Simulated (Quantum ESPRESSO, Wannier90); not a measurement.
# HgTe (P3₁21), plane waves to Wannier functions

```xyz
6
Lattice="4.6554 0.0000 0.0000 -2.3277 4.0317 0.0000 0.0000 0.0000 10.4232" Properties=species:S:1:pos:R:3 pbc="T T T"
Hg     0.7359     1.2746     0.0000
Hg    -1.4718     0.0000     3.4744
Hg     0.7359    -1.2746    -3.4744
Te     1.1303     1.9577     5.2116
Te    -2.2605     0.0000    -1.7372
Te     1.1303    -1.9577     1.7372
```

Structure: Materials Project mp-358, symmetrised, not relaxed again. Not found in the COD (Crystallography Open Database) copy used, which has the formula in other groups; not checked further. Level: PBEsol, no spin polarisation, no spin-orbit coupling; pw.x of Quantum ESPRESSO at 66 Ry with PseudoDojo potentials, 4×4×4 k-points, Wannier90. Density: 12×12×4 mesh, cold smearing 0.01 Ry. The cell is built of weakly bound layers, chains or molecules. Database cells relaxed without dispersion often hold them too far apart, which can enlarge gaps and weakens couplings between them; spacing and stacking were not compared with the measured crystal. Spin-orbit coupling is left out although heavy elements are present.

Bands 46-54 form an isolated set from -5.15 to 0.00 eV relative to the valence-band maximum (on the path) and are turned into 9 Wannier functions by minimising the spread from the start: SCDM (isolated).

Q: Where do the functions sit, how wide are they and what are they made of?

A: 
| functions | spread (Å²) | nearest atom, distance (Å) | second atom, distance (Å) | weight on atomic waves |
|---|---|---|---|---|
| 6 | 4.88 | Te 0.91 | Hg 1.81 | Te 5p 64 %, Hg 6s 23 %, Hg 5d 6 % |
| 3 | 4.77 | Te 0.02 | Hg 2.71 | Te 5p 84 %, Hg 5d 4 % |

Ω_I = 41.77 Å², Ω_total = 43.58 Å²; the interpolated bands follow pw.x to 36 meV rms on the path. Only this start was tried; a symmetric start can stop on a saddle, and mixtures of these functions could lower the total by at most Ω_total − Ω_I.
